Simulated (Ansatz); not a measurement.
Electric field gradients in Al2Ru

Computed with DFT LDA, scalar-relativistic, plane waves, PAW (Ansatz). Plane waves to 420 eV; Γ-centred k mesh 10×10×10; Gaussian smearing of 0.01 eV. No spin polarisation.

Relaxed structure:
```
CELL_PARAMETERS angstrom
0.00000 3.95794 4.35080
2.33226 0.00000 4.35080
2.33226 3.95794 0.00000
ATOMIC_POSITIONS crystal
Al 0.07886 0.42114 0.07886
Al 0.42114 0.07886 0.42114
Al 0.17114 0.82886 0.17114
Al 0.82886 0.17114 0.82886
Ru 0.75000 0.75000 0.75000
Ru 0.50000 0.50000 0.50000
```

Spin–orbit coupling is left out, which matters for gradients at heavy nuclei.

Task: Give V_zz (10²¹ V/m²) and the asymmetry η at each distinct site.

Result:
```csv
atom,V_zz,η
Al (atom 1),-2.10,0.24
Ru (atom 5),-5.91,0.77
```

Whether Al2Ru exists in this form wasn't checked.

Cost: 1 run of about 0.2 core-minutes, on Oxide Virtual Turin-like Processor (Zen 5) (shared hosts).